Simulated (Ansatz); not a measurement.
NiRh (R-3m); free moments.

```
Ni Rh
1.0
     1.31413    0.75871    4.11171
    -1.31413    0.75871    4.11171
     0.00000   -1.51742    4.11171
Ni Rh
1 1
Direct
  0.00000 0.00000 0.00000
  0.50000 0.50000 0.50000
```

The reference geometry is a structure from the Materials Project; nothing is relaxed.

Functional, mesh and filling: PBEsol, 15×15×15 k mesh, Fermi–Dirac smearing of 0.05 eV. LAPW is all-electron LAPW in Ansatz 0.2.0. Site moments are integrated in spheres about the atoms. Start moments (μB): Ni1 1.5, Rh2 1.

Iteration by iteration:

```csv
iteration,Harris–Foulkes energy less the last (meV),density residual (eV),M (μB),∫|m| (μB)
1,-2347.599,9.9e+00,0.7584,0.8276
2,-5572.346,1.9e+01,1.8224,1.8516
3,-211.037,1.9e+00,0.9730,1.0377
4,8.808,8.3e-03,1.3247,1.3830
5,-24.679,2.5e-01,1.0595,1.1446
6,0.462,3.9e-03,1.1919,1.2713
7,-11.488,1.0e-01,1.0388,1.1219
8,-0.985,1.6e-02,1.0708,1.1500
9,-1.218,1.4e-02,1.0199,1.0943
10,0.319,3.3e-04,1.0465,1.1192
11,-0.235,3.6e-03,1.0213,1.0938
12,-0.176,2.7e-03,1.0492,1.1212
13,0.204,2.6e-04,1.0387,1.1107
14,0.205,1.6e-05,1.0321,1.1038
15,0.082,1.0e-05,1.0230,1.0937
16,-0.007,1.9e-04,0.9950,1.0636
17,-0.057,3.4e-04,0.9790,1.0465
18,-0.004,3.4e-05,0.9772,1.0440
19,0.000,6.1e-06,0.9772,1.0440
20,0.000,2.7e-07,0.9769,1.0436
21,0.000,3.0e-08,0.9770,1.0436
```

Site moments (μB): Ni1 0.66, Rh2 0.34. Cell moment 0.98 μB.

The Ansatz runs typed with the search for lower states off end where their start leads. These are results for the start and cell typed. The real compound can order otherwise, in a larger cell, or not at all, since semilocal functionals at zero temperature often overstate magnetism.
